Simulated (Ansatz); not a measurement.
Notes on LuNi₂S₂

```
CELL_PARAMETERS angstrom
1.90946 3.30729 0.00000
-1.90946 3.30729 0.00000
0.00000 0.00000 6.32256
ATOMIC_POSITIONS crystal
Ni 0.33330 0.33340 0.37649
Ni 0.66670 0.66660 0.62351
Lu 0.00000 0.00000 0.00000
S 0.33330 0.33340 0.74630
S 0.66670 0.66660 0.25370
```

Single point in Ansatz 0.2.0 with PBE, with on-site exact exchange 0.25 on Ni d (all-electron-ortho-atomic projectors), collinear spin. Cutoff 420 eV, PAW datasets, 7×7×4 Γ-centred k mesh, fermi-dirac filling (width 0.0184 eV).

Magnetic state (reached from a saved solution, and it need not be the lowest): Ni1 up.

(1) Which atom feels the largest force, and which way?

(2) Describe some of the short contacts.

(3) Give the spin moments.

(4) Metal or insulator? Give the gap.

(5) Which element gives electrons and which takes them?

(6) What is the character of the valence top and the conduction bottom?

(7) What does the stress say?

Origin: a known structure type with other elements, at an estimated volume, so it need not be a known compound. Caveats: the state breaks the symmetry of the cell; gaps of Fe, Co and Ni magnets come out low on these datasets.

## Answers

(1) The largest is on Lu3: 1.07 eV/Å, components (0.00, -0.06, -1.07). It makes 128° with the line to a nearest neighbour, S5 at 2.73 Å.

(2) Ni–S at 2.34 Å: least valence density 0.44 e/Å³ and ELF 0.18 there. Ni–Ni at 2.70 Å: least valence density 0.22 e/Å³ and ELF 0.18 there. Lu–S at 2.73 Å: least valence density 0.28 e/Å³ and ELF 0.16 there. Both are smooth PAW fields, read partly inside the augmentation spheres.

(3) Ni1 +0.96 μB of spin moment in Bader basins; net size 1.00 μB a cell.

(4) The gap is 0.14 eV, indirect or between spins (the least direct gap found is 0.18 eV).

(5) Bader charges in e: Lu +1.76, Ni +0.18 to +0.47, S -1.21. In the mean Lu gives up most and S takes most.

(6) Within 0.7 eV of the edges, the states project mainly on Ni d (72 %) and S p (17 %) below the gap and on Lu d (44 %) and Ni d (23 %) above it.

(7) The pressure is -1.1 GPa (compression positive), so with the atoms held at these fractions the cell would first shrink; the forces are large, so a full relaxation may end otherwise. The principal stresses -2.4, -1.0, 0.2 GPa differ, so its shape would change too.
